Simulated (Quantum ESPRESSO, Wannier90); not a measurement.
**AlInSb2 (P-4m2), plane waves to Wannier functions**

Materials Project entry mp-1228890; symmetrised, unrelaxed at this level. Not found in the COD (Crystallography Open Database) copy used; not checked further. Level: PBEsol, spinors with spin-orbit coupling; pw.x of Quantum ESPRESSO at 64 Ry with PseudoDojo potentials, 6×6×4 k-points, Wannier90. Density: 8×8×6 mesh, Gaussian smearing 0.01 Ry. With spin-orbit coupling a semilocal functional can close or falsely invert a small gap; the band order was not checked against a better method. The gap is small at this level and was sampled on the meshes and a path alone.

On the energy scale of pw.x, whose zero is arbitrary, the valence-band maximum lies at 6.96 eV.

Input w.win:

```
num_bands = 52
num_wann = 32
exclude_bands = 1-30
spinors = true
num_iter = 1000
conv_tol = 1.0e-6
conv_window = 4
dis_num_iter = 1000
dis_conv_tol = 1.0e-6
dis_froz_max = 7.62
write_hr = true
write_u_matrices = true
begin projections
f=-0.00099,-0.00528,0.00689: s;p
f=0.50638,0.50811,0.49710: s;p
f=0.00158,0.50280,0.24091: s;p
f=0.48965,-0.00401,-0.23335: s;p
end projections
begin unit_cell_cart
ang
    4.5061700000    0.0000000000    0.0000000000
    0.0000000000    4.5061700000    0.0000000000
    0.0000000000    0.0000000000    6.3488200000
end unit_cell_cart
begin atoms_frac
Al   0.0000000000  0.0000000000  0.0000000000
In   0.5000000000  0.5000000000  0.5000000000
Sb   0.0000000000  0.5000000000  0.2333700000
Sb   0.5000000000  0.0000000000 -0.2333700000
end atoms_frac
mp_grid = 6 6 4
begin kpoints
0.0000000000 0.0000000000 0.0000000000
0.0000000000 0.0000000000 0.2500000000
0.0000000000 0.0000000000 0.5000000000
... (141 more lines: the 6x6x4 mesh through Gamma)
end kpoints
```

Input of pw2wannier90.x that gives the overlap and projection files (equivalent; here they were cut from one run over all bands):

```
&inputpp
  outdir = './out'
  prefix = 'pwscf'
  seedname = 'w'
  write_amn = .true.
  write_mmn = .true.
/
```

Output w.wout (banner and timings cut):

```
                                    ------
                                    SYSTEM
                                    ------

                              Lattice Vectors (Ang)
                    a_1     4.506170   0.000000   0.000000
                    a_2     0.000000   4.506170   0.000000
                    a_3     0.000000   0.000000   6.348820

                   Unit Cell Volume:     128.91640  (Ang^3)

                        Reciprocal-Space Vectors (Ang^-1)
                    b_1     1.394352   0.000000   0.000000
                    b_2     0.000000   1.394352   0.000000
                    b_3     0.000000   0.000000   0.989662

 *----------------------------------------------------------------------------*
 |   Site       Fractional Coordinate          Cartesian Coordinate (Ang)     |
 +----------------------------------------------------------------------------+
 | al   1   0.00000   0.00000   0.00000   |    0.00000   0.00000   0.00000    |
 | in   1   0.50000   0.50000   0.50000   |    2.25309   2.25309   3.17441    |
 | sb   1   0.00000   0.50000   0.23337   |    0.00000   2.25309   1.48162    |
 | sb   2   0.50000   0.00000  -0.23337   |    2.25309   0.00000  -1.48162    |
 *----------------------------------------------------------------------------*
                                ------------
                                K-POINT GRID
                                ------------

             Grid size =  6 x  6 x  4      Total points =  144

 *---------------------------------- MAIN ------------------------------------*
 |  Number of Wannier Functions               :                32             |
 |  Number of Objective Wannier Functions     :                32             |
 |  Number of input Bloch states              :                52             |
 |  Output verbosity (1=low, 5=high)          :                 1             |
 |  Timing Level (1=low, 5=high)              :                 1             |
 |  Optimisation (0=memory, 3=speed)          :                 3             |
 |  Length Unit                               :               Ang             |
 |  Post-processing setup (write *.nnkp)      :                 F             |
 |  Using Gamma-only branch of algorithms     :                 F             |
 *----------------------------------------------------------------------------*
 *------------------------------- WANNIERISE ---------------------------------*
 |  Total number of iterations                :              1000             |
 |  Number of CG steps before reset           :                 5             |
 |  Trial step length for line search         :             2.000             |
 |  Convergence tolerence                     :         0.100E-05             |
 |  Convergence window                        :                 4             |
 |  Iterations between writing output         :                 1             |
 |  Iterations between backing up to disk     :               100             |
 |  Write r^2_nm to file                      :                 F             |
 |  Write xyz WF centres to file              :                 F             |
 |  Write on-site energies <0n|H|0n> to file  :                 F             |
 |  Use guiding centre to control phases      :                 F             |
 |  Use phases for initial projections        :                 F             |
 *----------------------------------------------------------------------------*
 *------------------------------- DISENTANGLE --------------------------------*
 |  Using band disentanglement                :                 T             |
 |  Total number of iterations                :              1000             |
 |  Mixing ratio                              :             0.500             |
 |  Convergence tolerence                     :         1.000E-06             |
 |  Convergence window                        :                 3             |
 *----------------------------------------------------------------------------*
 *-------------------------------- PLOTTING ----------------------------------*
 |  Plotting Hamiltonian in WF basis          :                 T             |
 *----------------------------------------------------------------------------*

       ... (k-mesh section left out)

 Starting a new Wannier90 calculation ...

 Reading overlaps from w.mmn

 Reading projections from w.amn

 *------------------------------- DISENTANGLE --------------------------------*
 +----------------------------------------------------------------------------+
 |                              Energy  Windows                               |
 |                              ---------------                               |
 |                   Outer:   -3.88854  to   20.12095  (eV)                   |
 |                   Inner:   -3.88854  to    7.62000  (eV)                   |
 +----------------------------------------------------------------------------+
   Number of target bands to extract:   32

                   Unitarised projection of Wannier functions
                   ------------------------------------------
   A_mn = <psi_m|g_n> --> S = A.A^+ --> U = S^-1/2.A
   In dis_project... done
   Using an inner window (linner = T)
   In dis_proj_froz... done

                   Extraction of optimally-connected subspace
                   ------------------------------------------
 +---------------------------------------------------------------------+<-- DIS
 |  Iter     Omega_I(i-1)      Omega_I(i)      Delta (frac.)           |<-- DIS
 +---------------------------------------------------------------------+<-- DIS
       1      80.04805449      71.94533500       1.126E-01    <-- DIS
       2      74.72014230      69.30037971       7.821E-02    <-- DIS
       3      71.50393825      67.52884486       5.887E-02    <-- DIS
       4      69.09536105      66.16390618       4.431E-02    <-- DIS
       5      67.27539682      65.08168944       3.371E-02    <-- DIS
       6      65.87766406      64.20897538       2.599E-02    <-- DIS
       ... (lines left out)
     101      58.80532199      58.80412774       2.031E-05    <-- DIS
       ... (lines left out)
     173      58.78391951      58.78386131       9.900E-07    <-- DIS
     174      58.78386334      58.78380776       9.455E-07    <-- DIS
     175      58.78380922      58.78375614       9.029E-07    <-- DIS

             <<<      Delta < 1.000E-06  over  3 iterations     >>>
             <<< Disentanglement convergence criteria satisfied >>>

        Final Omega_I    58.78375614 (Ang^2)

 +----------------------------------------------------------------------------+

 Writing checkpoint file w.chk... done

 *------------------------------- WANNIERISE ---------------------------------*
 +--------------------------------------------------------------------+<-- CONV
 | Iter  Delta Spread     RMS Gradient      Spread (Ang^2)            |<-- CONV
 +--------------------------------------------------------------------+<-- CONV

 ------------------------------------------------------------------------------
 Initial State
  WF centre and spread    1  ( -0.001722, -0.024507,  0.042290 )     2.24175730
  WF centre and spread    2  ( -0.001722, -0.024507,  0.042290 )     2.24175707
  WF centre and spread    3  ( -0.001413, -0.002052, -0.039870 )     2.99137251
  WF centre and spread    4  ( -0.001412, -0.002052, -0.039870 )     2.99137184
  WF centre and spread    5  (  0.002636, -0.002302,  0.288188 )     3.04551164
  WF centre and spread    6  (  0.002634, -0.002302,  0.288188 )     3.04551276
  WF centre and spread    7  ( -0.001513,  0.021177, -0.282469 )     3.00002193
  WF centre and spread    8  ( -0.001514,  0.021177, -0.282469 )     3.00002140
  WF centre and spread    9  (  2.280663,  2.289185,  3.154845 )     2.37105050
  WF centre and spread   10  (  2.280663,  2.289185,  3.154845 )     2.37105076
  WF centre and spread   11  (  2.253431,  2.253444,  3.193193 )     3.53682006
  WF centre and spread   12  (  2.253430,  2.253444,  3.193193 )     3.53682044
  WF centre and spread   13  (  2.225435,  2.254080,  3.410279 )     3.43848614
  WF centre and spread   14  (  2.225434,  2.254080,  3.410279 )     3.43848623
  WF centre and spread   15  (  2.254077,  2.217506,  2.938120 )     3.42576300
  WF centre and spread   16  (  2.254075,  2.217506,  2.938120 )     3.42576375
  WF centre and spread   17  (  0.006570,  2.267209,  1.534111 )     1.81303258
  WF centre and spread   18  (  0.006570,  2.267209,  1.534111 )     1.81303259
  WF centre and spread   19  (  0.000765,  2.253370,  1.447439 )     2.74268354
  WF centre and spread   20  (  0.000765,  2.253370,  1.447439 )     2.74268352
  WF centre and spread   21  ( -0.005880,  2.252719,  1.312045 )     2.70636751
  WF centre and spread   22  ( -0.005880,  2.252719,  1.312045 )     2.70636841
  WF centre and spread   23  (  0.000629,  2.241471,  1.607064 )     2.82755845
  WF centre and spread   24  (  0.000629,  2.241471,  1.607064 )     2.82755847
  WF centre and spread   25  (  2.209721, -0.016572, -1.493588 )     1.78332485
  WF centre and spread   26  (  2.209721, -0.016572, -1.493588 )     1.78332514
  WF centre and spread   27  (  2.251686,  0.000069, -1.488993 )     2.72259021
  WF centre and spread   28  (  2.251685,  0.000069, -1.488993 )     2.72259046
  WF centre and spread   29  (  2.295651, -0.000123, -1.610149 )     2.73902444
  WF centre and spread   30  (  2.295652, -0.000123, -1.610148 )     2.73902390
  WF centre and spread   31  (  2.251817,  0.016409, -1.310344 )     2.69359905
  WF centre and spread   32  (  2.251817,  0.016409, -1.310344 )     2.69359967
  Sum of centres and spreads ( 36.045104, 36.042167, 25.404323 )    88.15793015

      0     0.882E+02     0.0000000000       88.1579300815  <-- CONV
        O_D=      0.1215268 O_OD=     29.2526472 O_TOT=     88.1579301 <-- SPRD
 ------------------------------------------------------------------------------
      1    -0.541E+00     0.8249519050       87.6174110285  <-- CONV
        O_D=      0.1231439 O_OD=     28.7105110 O_TOT=     87.6174110 <-- SPRD
      2    -0.647E+00     0.9631725713       86.9705144059  <-- CONV
        O_D=      0.1479979 O_OD=     28.0387604 O_TOT=     86.9705144 <-- SPRD
      3    -0.379E+00     0.8393311647       86.5916357980  <-- CONV
        O_D=      0.1329537 O_OD=     27.6749260 O_TOT=     86.5916358 <-- SPRD
      4    -0.147E+00     0.5571662265       86.4448043791  <-- CONV
        O_D=      0.1273668 O_OD=     27.5336815 O_TOT=     86.4448044 <-- SPRD
      5    -0.598E-01     0.3383878390       86.3849722714  <-- CONV
        O_D=      0.1265297 O_OD=     27.4746864 O_TOT=     86.3849723 <-- SPRD
       ... (lines left out)
    100    -0.274E-02     0.0640221684       66.6141198681  <-- CONV
        O_D=      0.0470508 O_OD=      7.7833129 O_TOT=     66.6141199 <-- SPRD
       ... (lines left out)
    200    -0.100E-05     0.0012525899       66.5839847469  <-- CONV
        O_D=      0.0468674 O_OD=      7.7533612 O_TOT=     66.5839847 <-- SPRD
    201    -0.925E-06     0.0011839366       66.5839838221  <-- CONV
        O_D=      0.0468678 O_OD=      7.7533599 O_TOT=     66.5839838 <-- SPRD
    202    -0.727E-06     0.0011023605       66.5839830955  <-- CONV
        O_D=      0.0468680 O_OD=      7.7533590 O_TOT=     66.5839831 <-- SPRD
    203    -0.532E-06     0.0009118636       66.5839825632  <-- CONV
        O_D=      0.0468681 O_OD=      7.7533583 O_TOT=     66.5839826 <-- SPRD
             <<<     Delta < 1.000E-06  over  4 iterations     >>>
             <<< Wannierisation convergence criteria satisfied >>>
 Final State
  WF centre and spread    1  ( -0.736484, -0.000686,  0.525338 )     2.07781606
  WF centre and spread    2  ( -0.736485, -0.000686,  0.525337 )     2.07781807
  WF centre and spread    3  ( -0.000799, -0.737689, -0.523735 )     2.07751281
  WF centre and spread    4  ( -0.000798, -0.737688, -0.523735 )     2.07751252
  WF centre and spread    5  (  0.736766, -0.000691,  0.524728 )     2.07774417
  WF centre and spread    6  (  0.736765, -0.000691,  0.524729 )     2.07774352
  WF centre and spread    7  ( -0.000798,  0.737077, -0.524681 )     2.07710009
  WF centre and spread    8  ( -0.000798,  0.737077, -0.524681 )     2.07709947
  WF centre and spread    9  (  2.253486,  2.996685,  2.656551 )     2.34642801
  WF centre and spread   10  (  2.253483,  2.996685,  2.656551 )     2.34642853
  WF centre and spread   11  (  2.996561,  2.253454,  3.692423 )     2.34659974
  WF centre and spread   12  (  2.996561,  2.253454,  3.692423 )     2.34660008
  WF centre and spread   13  (  1.509568,  2.253454,  3.692298 )     2.34637802
  WF centre and spread   14  (  1.509568,  2.253453,  3.692298 )     2.34637740
  WF centre and spread   15  (  2.253483,  1.509533,  2.656409 )     2.34617756
  WF centre and spread   16  (  2.253483,  1.509533,  2.656409 )     2.34617790
  WF centre and spread   17  (  0.000538,  2.841835,  1.901657 )     1.96604637
  WF centre and spread   18  (  0.000537,  2.841835,  1.901657 )     1.96604651
  WF centre and spread   19  (  0.618270,  2.252813,  1.051154 )     1.93325304
  WF centre and spread   20  (  0.618270,  2.252813,  1.051155 )     1.93325375
  WF centre and spread   21  ( -0.618954,  2.252762,  1.052337 )     1.93337181
  WF centre and spread   22  ( -0.618954,  2.252761,  1.052336 )     1.93337221
  WF centre and spread   23  (  0.000586,  1.664207,  1.901680 )     1.96607024
  WF centre and spread   24  (  0.000586,  1.664207,  1.901681 )     1.96607009
  WF centre and spread   25  (  1.663796,  0.000057, -1.901811 )     1.96547060
  WF centre and spread   26  (  1.663797,  0.000057, -1.901812 )     1.96547001
  WF centre and spread   27  (  2.252948, -0.618610, -1.051943 )     1.93347576
  WF centre and spread   28  (  2.252947, -0.618610, -1.051943 )     1.93347606
  WF centre and spread   29  (  2.842291,  0.000324, -1.901685 )     1.96546499
  WF centre and spread   30  (  2.842293,  0.000324, -1.901683 )     1.96546552
  WF centre and spread   31  (  2.252661,  0.618650, -1.051522 )     1.93308061
  WF centre and spread   32  (  2.252658,  0.618649, -1.051521 )     1.93308109
  Sum of centres and spreads ( 36.047831, 36.046349, 25.398400 )    66.58398263

         Spreads (Ang^2)       Omega I      =    58.783756140
        ================       Omega D      =     0.046868128
                               Omega OD     =     7.753358296
    Final Spread (Ang^2)       Omega Total  =    66.583982563
```
